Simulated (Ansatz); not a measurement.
The calculation used DFT PBE, scalar-relativistic, plane waves, PAW (Ansatz). Settings of the last relaxation (12-atom cell): 420 eV, 6×6×6 k points, Gaussian smearing of 0.02 eV, no spin polarisation.

Energies over the elements count from the elements' standard structures at the same level, with no fitted energy shifts. The references include black phosphorus.

**Question.** Give a relaxed trial structure of a trigonal semiconductor with formula AlB₂P₃, with a gap near 1.0 eV, a formation energy near −0.25 eV/atom and about 15 Å³ per atom, in a cell of 12 atoms. Its symmetry should be P31m (No. 157).

**Answer.** AlB₂P₃, space group P31m (No. 157). Al is surrounded by 4 P at 2.28–2.33 Å; around B on a site of symmetry 3m lie 3 P at 1.94 Å and 1 P at 2.10 Å; around B on a site of symmetry m lie 4 P at 2.00–2.08 Å; P on a site of symmetry 3m is surrounded by 4 B at 2.08–2.10 Å; 2 more sites not described.

Space group P31m (No. 157). a = 5.949 Å, b = 5.949 Å, c = 5.728 Å, α = 90.00°, β = 90.00°, γ = 120.00°
| atom | site | symmetry | x | y | z |
| --- | --- | --- | --- | --- | --- |
| Al | 2b | 3.. | 0.6667 | 0.3333 | 0.0041 |
| B | 1a | 3.m | 0.0000 | 0.0000 | 0.9942 |
| B | 3c | ..m | 0.3222 | 0.0000 | 0.5031 |
| P | 1a | 3.m | 0.0000 | 0.0000 | 0.3608 |
| P | 2b | 3.. | 0.6667 | 0.3333 | 0.4109 |
| P | 3c | ..m | 0.2951 | 0.0000 | 0.8520 |

- Volume per atom: 14.63 Å³
- Density: 2.68 g/cm³
- Energy over the elements: −0.250 eV/atom
- Gap on the 6×6×6 mesh of the 12-atom cell: 0.96 eV

The cell was found from a structure generator's guess, not taken from experiment. Other answers may fit too; this one was computed.

Kohn–Sham gaps at this level usually fall short of measured ones. The reference form of P is held partly by dispersion forces, which this level lacks. A later test with randomly moved atoms came back to the same energy, though modes that don't fit the test's cell weren't probed. Another cell of AlB2P3 relaxed alike, in I-4m2, lies 32 meV/atom lower, so this cell isn't the stable form at this level.
